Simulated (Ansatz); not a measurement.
## Pb: from a starting cell to a relaxed one

The start is a generated cell, Pb built in the bcc structure type. A full variable-cell relaxation at zero pressure is run with r2SCAN (plane waves to 500 eV, PAW, scalar-relativistic; Ansatz, a first-principles code). The first steps use a coarse 12×12×12 k-mesh.

Input geometry:
```yaml
crystal:
  lattice:
    - [-1.96441, 1.96441, 1.96441]
    - [1.96441, -1.96441, 1.96441]
    - [1.96441, 1.96441, -1.96441]
  atoms:
    - { symbol: Pb, position: [0.00000, 0.00000, 0.00000] }
```

Task: How do the shortest distances between atoms change?

Result: The closest pairs of elements (up to four, under 3.6 Å), start → end: Pb–Pb 3.40 → 3.43 Å.

Task: Is the relaxed structure metallic? Give its gap.

Result: Zero (metallic).

Task: What does it relax into? Give the structure.

Result: 
```cif
data_Pb2
_chemical_formula_sum 'Pb2'
_space_group_name_H-M_alt 'Im-3m'
_space_group_IT_number 229
_space_group_name_Hall '-I 4 2 3'
_cell_length_a 3.96234
_cell_length_b 3.96234
_cell_length_c 3.96234
_cell_angle_alpha 90.000
_cell_angle_beta 90.000
_cell_angle_gamma 90.000
loop_
_atom_site_label
_atom_site_type_symbol
_atom_site_symmetry_multiplicity
_atom_site_Wyckoff_symbol
_atom_site_fract_x
_atom_site_fract_y
_atom_site_fract_z
_atom_site_occupancy
Pb1 Pb 2 a 0.00000 0.00000 0.00000 1
```
(The calculation used a cell of 1 atom; values per cell refer to that cell.)

The space group stays Im-3m (No. 229) (the run could not lower it); the end is bcc (W type), with 1 atom in the primitive cell. Final values are on a 17×17×17 k-mesh of the relaxed cell. No spin polarisation in the result.

The run could not lose the symmetry of its start: the end is stationary, and may be a saddle point rather than a minimum.

The relaxed structure here is a generated cell of Pb: the first start was made by placing the elements on the sites of a structure type, and the end was not matched to a known phase here, so it may be hypothetical. Known forms of Pb include space group No. 225.
